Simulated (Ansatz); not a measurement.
# HfMo2: pressure against volume

HfMo2, Fd-3m, a = 7.492 Å. The structure is a COD entry; whether it is the stable form wasn't checked. Ansatz: PBEsol, PAW, 420 eV, Γ-centred 8×8×8 mesh on 6 atoms, Gaussian smearing 0.10 eV; no spin polarisation. Symmetry fixes shape and atoms, so the cell is only scaled; pressure is positive in compression.

| V (Å³/atom) | P (GPa) |
| --- | --- |
| 15.417 | ? |
| 15.943 | 24.07 |
| 16.469 | 14.82 |
| 16.994 | 6.86 |
| 17.520 | 0.00 |
| 18.045 | -5.91 |
| 18.571 | -10.98 |
| 19.272 | -16.64 |

Q: Take V0 = 17.520 Å³/atom, fit the third-order Birch–Murnaghan form to the other rows, and predict the missing pressure.

A: With the Eulerian strain f = ½[(V0/V)^(2/3) − 1] and y = P/[3f(1 + 2f)^(5/2)], the form is the line y = B0 + 1.5 B0 (B0′ − 4) f. Rows (f, y): 0.03245, 211.3; 0.02105, 211.7; 0.01026, 211.8; -0.00975, 212.2; -0.01905, 211.7; -0.03078, 211.2. Means f = 0.0006967, y = 211.65; Σ(Δf)² = 0.003004, ΣΔfΔy = -0.001230; the slope is their ratio. y = 211.7 − 0.4095 f GPa, so B0 = 211.7 GPa and B0′ = 4 + 2 × (-0.4095)/(3 × 211.7) = 4.00. At V = 15.417, f = 0.04449, y = 211.68 and P = 34.96 GPa. The run gave 34.81 GPa, so the fit is 0.15 GPa too high, a small miss on the scale of the series.

Spin–orbit coupling is left out, which can shift energies with elements as heavy as these.